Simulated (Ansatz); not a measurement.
**Electric field gradients in Co3Ge2**

Theory: Ansatz 0.2.0, DFT LDA, scalar-relativistic, plane waves, PAW. Cutoff 420 eV, 12×12×8 k-points (Γ-centred), Gaussian smearing of 0.20 eV. Collinear spin, site moments 0.5, 0.5, 0.2, 0.0, 0.0 μB.

Equilibrium structure at this level:
```
Co Ge
1.0
     3.82053    0.00000    0.00000
    -1.91027    3.30868    0.00000
     0.00000    0.00000    4.77200
Co Ge
3 2
Direct
  0.66667 0.33333 0.24436
  0.66667 0.33333 0.75564
  0.00000 0.00000 0.50000
  0.00000 0.00000 0.00000
  0.33333 0.66667 0.50000
```

In a metal these results depend on the k mesh and the smearing.

Question: Give V_zz (10²¹ V/m²) and the asymmetry η at each distinct site.

Answer:
| atom | V_zz | η |
| --- | --- | --- |
| Co (atom 1) | 0.048 | 0.00 |
| Co (atom 3) | 1.97 | 0.00 |
| Ge (atom 4) | -3.75 | 0.00 |
| Ge (atom 5) | 19.44 | 0.00 |

Whether Co3Ge2 exists in this form wasn't checked.

Cost: 1 run of about 0.56 core-minutes, on Oxide Virtual Turin-like Processor (Zen 5) (shared hosts).